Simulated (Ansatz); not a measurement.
AgAu:
```cif
data_AgAu
_chemical_formula_sum 'Ag1 Au1'
_space_group_name_H-M_alt 'P 1'
_space_group_IT_number 1
_cell_length_a 5.01284
_cell_length_b 5.01284
_cell_length_c 5.01284
_cell_angle_alpha 33.813
_cell_angle_beta 33.813
_cell_angle_gamma 33.813
loop_
_space_group_symop_operation_xyz
  'x, y, z'
loop_
_atom_site_label
_atom_site_type_symbol
_atom_site_fract_x
_atom_site_fract_y
_atom_site_fract_z
_atom_site_occupancy
Ag1 Ag 0.00000 0.00000 0.00000 1
Au1 Au 0.50000 0.50000 0.50000 1
```

This is the r²SCAN-relaxed structure.

Question: All from r²SCAN in the plane-wave PAW code Ansatz, unless another level is named. Estimate the formation energy from the elements (no fitted shifts).

Answer: -0.059 eV/atom.

Question: Next, the density of states at the Fermi level?

Answer: 0.26 states/eV per atom (mean over ±0.08 eV).

Space group R-3m. The workflow started from a Materials Project entry (that database holds measured and hypothetical structures alike); the Crystallography Open Database copy checked does not list it. With Ag and Au taken as one species the cell has the higher symmetry Fm-3m, so it may be an ordered model of a mixed-site phase. Whether it is the stable phase at ambient conditions was not checked. Symmetry was held in the r²SCAN relaxation; whether a distortion lowers the energy is not shown. The run is not spin-polarised. The references are the lowest solids computed at this level, not always the standard phases. Spin–orbit coupling is left out wherever it is not named.

Potentials: the later of the program's two PAW sets.
